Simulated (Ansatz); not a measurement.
A relaxation computed with Ansatz, from input to last step.

```yaml
crystal:
  lattice:
    - [-2.1545804327, 2.1545804327, 5.0560525547]
    - [2.1545804327, -2.1545804327, 5.0560525547]
    - [2.1545804327, 2.1545804327, -5.0560525547]
  atoms:
    - { symbol: Ca, position: [0.0, 0.0, 0.0] }
    - { symbol: Ge, position: [0.3762142, 0.3762142, 0.0] }
    - { symbol: Ge, position: [0.6237858, 0.6237858, 0.0] }
    - { symbol: Pd, position: [0.75, 0.25, 0.5] }
    - { symbol: Pd, position: [0.25, 0.75, 0.5] }
basis:
  ecutwfc: 500
kpoints:
  mp_grid: { grid: [12, 12, 12] }
hamiltonian:
  xc: r2scan
scf:
  occupations: { method: gaussian, width: 0.1 }
output:
  forces: true
  stress: true
  eigenvalues: true
  write_density: true
  write_potential: true
  elf: true
  volumetric_format: npy
relax:
  adjacent_minimum: "off"
  f_tol: 0.005
  max_steps: 80
  cell: { stress_tol: 0.05 }
```

```bash
ansatz run input.yaml --threads 2 --pin off --max-ram 5120MiB --backend cpu --events-out ev --progress --plain --runs-dir out
```

Level of theory: DFT r2SCAN, scalar-relativistic, plane waves, PAW (Ansatz 0.2.0).

Of 5 frames 4 are shown, positions in Å and forces in eV/Å; the SCF threshold varies from step to step. Steps run on the plane waves of an earlier cell, with a Pulay correction in the pressure. The basis is chosen afresh for the last frame, the zero of the energies, and at times for earlier ones too; energy and pressure can step there, also at an unchanged geometry. Where two frames share a geometry here, they differ by under 2 meV/atom and 0.3 GPa.

```xyz
5
Lattice="-2.1546 2.1546 5.0561 2.1546 -2.1546 5.0561 2.1546 2.1546 -5.0561" Properties=species:S:1:pos:R:3:forces:R:3 pbc="T T T" step=1 free_energy_over_end_meV_per_atom=0.09 pressure_GPa=-0.15
Ca    0.0000    0.0000    0.0000    0.0000    0.0000    0.0000
Ge    0.0000    0.0000    3.8043    0.0000    0.0000   -0.0540
Ge    0.0000    0.0000    6.3078    0.0000    0.0000    0.0540
Pd    0.0000    2.1546    2.5280    0.0000    0.0000    0.0000
Pd    2.1546    0.0000    2.5280    0.0000    0.0000    0.0000
5
Lattice="-2.1514 2.1514 5.0630 2.1514 -2.1514 5.0630 2.1514 2.1514 -5.0630" Properties=species:S:1:pos:R:3:forces:R:3 pbc="T T T" step=2 free_energy_over_end_meV_per_atom=-0.01 pressure_GPa=0.04
Ca    0.0000    0.0000    0.0000    0.0000    0.0000    0.0000
Ge    0.0000    0.0000    3.8085    0.0000    0.0000   -0.0102
Ge    0.0000    0.0000    6.3176    0.0000    0.0000    0.0102
Pd    0.0000    2.1514    2.5315    0.0000    0.0000    0.0000
Pd    2.1514    0.0000    2.5315    0.0000    0.0000    0.0000
5
Lattice="-2.1507 2.1507 5.0701 2.1507 -2.1507 5.0701 2.1507 2.1507 -5.0701" Properties=species:S:1:pos:R:3:forces:R:3 pbc="T T T" step=3 free_energy_over_end_meV_per_atom=-0.01 pressure_GPa=-0.02
Ca    0.0000    0.0000    0.0000    0.0000    0.0000    0.0000
Ge    0.0000    0.0000    3.8132    0.0000    0.0000    0.0057
Ge    0.0000    0.0000    6.3270    0.0000    0.0000   -0.0057
Pd    0.0000    2.1507    2.5350    0.0000    0.0000    0.0000
Pd    2.1507    0.0000    2.5350    0.0000    0.0000    0.0000
5
Lattice="-2.1503 2.1503 5.0704 2.1503 -2.1503 5.0704 2.1503 2.1503 -5.0704" Properties=species:S:1:pos:R:3:forces:R:3 pbc="T T T" step=5 free_energy_over_end_meV_per_atom=0.00 pressure_GPa=0.00
Ca    0.0000    0.0000    0.0000    0.0000    0.0000    0.0000
Ge    0.0000    0.0000    3.8141    0.0000    0.0000    0.0011
Ge    0.0000    0.0000    6.3268    0.0000    0.0000   -0.0011
Pd    0.0000    2.1503    2.5352    0.0000    0.0000    0.0000
Pd    2.1503    0.0000    2.5352    0.0000    0.0000    0.0000
```

Time: 6.3 min on 2 threads of AMD EPYC (Zen 3), on a shared host, peak memory 1.3 GiB.